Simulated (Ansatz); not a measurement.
Consider the following.

BP:
```yaml
crystal:
  lattice:
    - [3.27650, 0.00000, 0.00000]
    - [-1.63825, 2.83753, 0.00000]
    - [0.00000, 0.00000, 7.00477]
  atoms:
    - { symbol: B, position: [0.00000, 0.50000, 0.33333] }
    - { symbol: B, position: [0.50000, 0.50000, 0.66667] }
    - { symbol: B, position: [0.50000, 0.00000, 0.00000] }
    - { symbol: P, position: [0.00000, 0.50000, 0.83333] }
    - { symbol: P, position: [0.50000, 0.50000, 0.16667] }
    - { symbol: P, position: [0.50000, 0.00000, 0.50000] }
```

This is the r²SCAN-relaxed structure. Tensor components refer to the Cartesian frame of this cell.

**Question.** All from r²SCAN (plane waves, PAW; program Ansatz), unless another level is named. Give the bulk modulus (Birch–Murnaghan fit).

**Answer.** 177 GPa.

**Question.** Give the elastic constants (relaxed ions, GPa).

**Answer.** C11 = 434, C12 = 43.2, C13 = 61.6, C33 = 393, C44 = 212.

Space group P6_422. The start of the workflow was typed in or built on a structure type; neither database checked (COD, Materials Project) lists it. It is not the phase usual at ambient conditions (space group No. 216). The cell was relaxed with r²SCAN under the symmetry of its start; its stability against distortions is not shown here.

Potentials: the earlier of the program's two PAW sets.
